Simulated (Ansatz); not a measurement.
Structure relaxation, Ta

The start is a generated cell, Ta placed in the bcc structure type. The structure is fully relaxed (lattice and positions, P = 0) with PBE (plane waves to 420 eV, PAW, scalar-relativistic; Ansatz, a quantum-chemistry and plane-wave program). The first steps use a coarse 14×14×14 k-mesh.

Starting cell:
```yaml
crystal:
  lattice:
    - [-1.65500, 1.65500, 1.65500]
    - [1.65500, -1.65500, 1.65500]
    - [1.65500, 1.65500, -1.65500]
  atoms:
    - { symbol: Ta, position: [0.00000, 0.00000, 0.00000] }
```

```yaml
outcome: The space group stays Im-3m (No. 229) (the run could not lower it); the end is bcc (W type), with 1 atom in the primitive cell
energy_released: under 0.01 eV/atom
volume_change: +0.9 %, from 18.13 to 18.29 Å³/atom
Shortest distances (start → end): "The closest pairs of elements (up to four, under 3.6 Å), start → end: Ta–Ta 2.87 → 2.87 Å"
optimiser_moves: 5
```

It ends as:

```cif
data_Ta2
_chemical_formula_sum 'Ta2'
_space_group_name_H-M_alt 'Im-3m'
_space_group_IT_number 229
_space_group_name_Hall '-I 4 2 3'
_cell_length_a 3.31974
_cell_length_b 3.31974
_cell_length_c 3.31974
_cell_angle_alpha 90.000
_cell_angle_beta 90.000
_cell_angle_gamma 90.000
loop_
_atom_site_label
_atom_site_type_symbol
_atom_site_symmetry_multiplicity
_atom_site_Wyckoff_symbol
_atom_site_fract_x
_atom_site_fract_y
_atom_site_fract_z
_atom_site_occupancy
Ta1 Ta 2 a 0.00000 0.00000 0.00000 1
```
(The calculation used a cell of 1 atom; values per cell refer to that cell.)

Final values are on a 20×20×20 k-mesh of the relaxed cell. No spin polarisation in the result.

The run could not lose the symmetry of its start.
